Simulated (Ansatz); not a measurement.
Sn3GeO: modes against the lattice constant

Computed with DFT LDA, scalar-relativistic, plane waves, PAW (Ansatz). Settings: 420 eV plane-wave cutoff, Γ-centred 8×8×8 mesh, Fermi-Dirac smearing of 0.15 eV. No spin polarisation. Phonons by linear response, acoustic sum rule imposed.

The cell is fixed (symmetry leaves no force on the atoms) and stands under 1.0 GPa:
```
Ge O Sn
1.0
     4.70840    0.00000    0.00000
     0.00000    4.70840    0.00000
     0.00000    0.00000    4.70840
Ge O Sn
1 1 3
Direct
  0.00000 0.00000 0.00000
  0.50000 0.50000 0.50000
  0.50000 0.50000 0.00000
  0.50000 0.00000 0.50000
  0.00000 0.50000 0.50000
```

Its imaginary modes show that this cell, the ideal cubic antiperovskite prototype, isn't a minimum of the energy. In a metal, frequencies and elastic constants depend on the k mesh and the smearing, soft modes and shear constants most. Spin–orbit coupling is left out, which matters for heavy elements. A semilocal functional can close a gap that the real compound has.

Question: How do the optical zone-centre modes (counted from the lowest optical one, degenerate ones once; i marks imaginary ones) of this metal change over a = 4.599 and 4.708 Å?

Answer:
```
         a (Å)  4.599  4.708
pressure (GPa)    7.2    1.0
 mode 1 (cm⁻¹)    79i   122i
 mode 4 (cm⁻¹)     34    40i
 mode 7 (cm⁻¹)     45     39
mode 10 (cm⁻¹)    152    107
```

Cost: 2 runs of about 32 core-minutes in all, on Arm Neoverse N1 (shared hosts).